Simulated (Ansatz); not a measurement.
## Two states of GdMnGa3

```
Gd Mn Ga
1.0
     0.00000    4.10471    0.00000
     4.10471    0.00000    0.00000
     2.05235    2.05235   -5.24808
Gd Mn Ga
1 1 3
Direct
  0.11609 0.11609 0.76782
  0.51410 0.51410 0.97180
  0.86627 0.36627 0.26746
  0.36627 0.86627 0.26746
  0.73590 0.73590 0.52820
```

Single point in Ansatz 0.2.0 with PBE. Cutoff 420 eV, PAW datasets, 6×6×6 Γ-centred k mesh, fermi-dirac filling (width 0.1 eV).

State A: Gd1 down, Mn2 up (collinear spin). State B: Gd1 up, Mn2 up (collinear spin).

**Question.** Compare the two self-consistent states.

**Answer.** State A is lower by 5.4 meV an atom at zero smearing. So small a gap isn't resolved on this mesh where a state is a metal.

```
state  free energy (meV/atom)  largest moment in a small sphere (μB)  net moment (μB/cell)  gap on mesh (eV)  pressure (GPa)  largest force (eV/Å)
    A                     0.0                                   6.94                  3.72             metal             7.7                  1.57
    B                     5.2                                   6.94                 10.35             metal             7.9                  1.57
```

Origin: a known structure type with other elements, at an estimated volume, so it need not be a known compound. Caveats: atoms or cell far from equilibrium; f shells without a U or exact exchange are poorly placed.
